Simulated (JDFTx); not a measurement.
```yaml
surface: Cd(0001)
bulk: Cd, P6_3/mmc, lattice of mp-94 (not re-optimised)
slab: 4 atoms in 4 planes, 1x1, 8.9 Å between the outermost planes
in-plane cell: 2.958 × 2.958 Å, 7.58 Å²
cell_height: 24.8 Å
sampling: 8×8×1 k mesh, Fermi smearing 0.01 Ha, no spin polarisation
```

Profiles through the double layer of this slab, charged, in CANDLE, water, 1 M NaCl; PBE, GBRV ultrasoft potentials, plane waves to 20/100 Ha, a modified build of JDFTx. z is the height above the outermost atoms, φ the plane-averaged electrostatic potential energy of an electron (zero in the bulk liquid), ρ_b the bound charge of solvent and ions, s the cavity shape function (0 in the solid, 1 in the liquid).

```tsv
z (Å)	n (e/Å³)	s	φ (eV)	ρ_b (10⁻³ e/Å³)
0.82	0.2494	0.00	-3.221	0.00
1.28	0.0665	0.00	-1.753	-0.17
1.74	0.0199	0.00	-0.514	-3.04
2.20	0.0059	0.02	-0.080	-3.22
2.66	0.0017	0.19	-0.027	0.69
3.12	0.0005	0.47	-0.018	0.45
3.58	0.0002	0.76	-0.014	0.14
4.04	0.0000	0.96	-0.012	0.04
4.50	0.0000	1.00	-0.010	0.01
4.96	0.0000	1.00	-0.009	0.00
5.42	0.0000	1.00	-0.007	0.00
5.88	0.0000	1.00	-0.006	0.00
6.34	0.0000	1.00	-0.006	0.00
6.79	0.0000	1.00	-0.005	0.00
7.25	0.0000	1.00	-0.004	0.00
7.71	0.0000	1.00	-0.004	0.00
```

Is the electrode positively or negatively charged, and roughly by how much?

Positively: σ = 3.8 μC/cm² per face. The liquid's bound charge is of the opposite sign overall, and far from the surface φ decays with the screening length (3.0 Å).
